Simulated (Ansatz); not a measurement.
Phonons of ScPt₃ (Cu3Au type) at Γ, X = (0.5, 0.0, 0.0), M = (0.5, 0.5, 0.0), R = (0.5, 0.5, 0.5).

ScPt₃ (Cu3Au type)

```
CELL_PARAMETERS angstrom
      3.92239     0.00000     0.00000
      0.00000     3.92239     0.00000
      0.00000     0.00000     3.92239
ATOMIC_POSITIONS crystal
  Sc 0.00000 0.00000 0.00000
  Pt 0.50000 0.50000 0.00000
  Pt 0.00000 0.50000 0.50000
  Pt 0.50000 0.00000 0.50000
```

All values below come from LDA (plane waves to 420 eV, PAW, scalar-relativistic; Ansatz, an electronic-structure program). DFPT wavenumbers on a 12×12×12 k mesh, in cm⁻¹ and rounded to 5; i marks imaginary ones, q is in fractions of the reciprocal vectors of the cell shown, and the three acoustic modes at Γ are left out. ScPt3 is run without spin polarisation. ScPt3 was relaxed with its symmetry unable to fall. Spin-orbit coupling is left out, though Pt is heavy.

| q | wavenumbers (cm⁻¹) |
|---|---|
| Γ | 130 (×3), 170 (×3), 240 (×3) |
| X = (0.5, 0.0, 0.0) | 95 (×2), 105 (×2), 115, 135, 150, 170 (×2), 240 (×2), 280 |
| M = (0.5, 0.5, 0.0) | 100, 105 (×2), 110, 115 (×2), 140, 165, 185, 245, 255 (×2) |
| R = (0.5, 0.5, 0.5) | 90 (×3), 110 (×2), 125 (×3), 205, 240 (×3) |

The structure shows no imaginary mode at these points (lowest 90 cm⁻¹ at R = (0.5, 0.5, 0.5)); other wave vectors were not tested.

Highest mode: 280 cm⁻¹ at X = (0.5, 0.0, 0.0).
